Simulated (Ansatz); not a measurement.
A generator proposed this cell of Lu2Si3P.

```cif
data_structure
_symmetry_space_group_name_H-M 'P-3m1'
_symmetry_Int_Tables_number 164
_cell_length_a 3.7772
_cell_length_b 3.7772
_cell_length_c 9.2056
_cell_angle_alpha 90.000
_cell_angle_beta 90.000
_cell_angle_gamma 120.000
_cell_volume 113.74
loop_
_atom_site_label
_atom_site_type_symbol
_atom_site_symmetry_multiplicity
_atom_site_Wyckoff_symbol
_atom_site_fract_x
_atom_site_fract_y
_atom_site_fract_z
_atom_site_occupancy
Lu1 Lu 2 d 0.33333 0.66667 0.67419 1
Si1 Si 1 b 0.00000 0.00000 0.50000 1
Si2 Si 2 d 0.33333 0.66667 0.15175 1
P1 P 1 a 0.00000 0.00000 0.00000 1
```

Theory: DFT PBE, scalar-relativistic, plane waves, PAW (Ansatz). Cutoff 420 eV; k points 6×6×2 on the computed 6-atom cell (Γ-centred); Gaussian smearing, width 0.10 eV; no spin polarisation.

Formation energies are uncorrected and refer to the elements' standard structures at the same level. The references include black phosphorus.

Problem. What does a single point on this coarse mesh give?

Solution. The pressure is 7.1 GPa (the mean over three directions, positive in compression), the largest force is 1.36 eV/Å, and the energy is +0.07 eV/atom against the elements. The shortest distance is 2.59 Å.

Problem. Is it a good guess?

Solution. A rough one: relaxing gains about 0.21 eV/atom (the start's value is from the coarse mesh, so the gain is rough) in 18 ionic steps and ends at −0.14 eV/atom on the finer mesh. The symmetry stays P-3m1 (No. 164). The volume per atom grows by 3.2 %, from 19.0 to 19.6 Å³. The shortest distance goes from 2.59 Å (Si–P) to 2.48 Å (Si–P). The ratio c/a of the conventional cell changes by a factor of 1.34. Conventional cell: a = 3.462 Å, c = 11.310 Å. Around Lu lie 3 Si at 2.81 Å, 3 Si at 2.98 Å and 6 Lu at 3.46 Å; around Si on a site of symmetry -3m lie 6 Lu at 2.81 Å and 6 Si at 3.46 Å; around P lie 6 Si at 2.48 Å; 1 more site not described.

The last run used a 12×12×4 mesh (in the run's order of axes) for its 6-atom cell and Gaussian smearing of 0.10 eV. The cell is a metal run without spin; a magnetic state may lie lower. The reference form of P is held partly by dispersion forces, which this level lacks. The relaxation can't lower the symmetry of the start, and the grade says only how near the guess is to its own end. Symmetry constrained the relaxation, so the result can be a saddle point. Another cell of Lu2Si3P relaxed alike, in P-6m2, lies 0.30 eV/atom lower, so this cell isn't the stable form at this level.
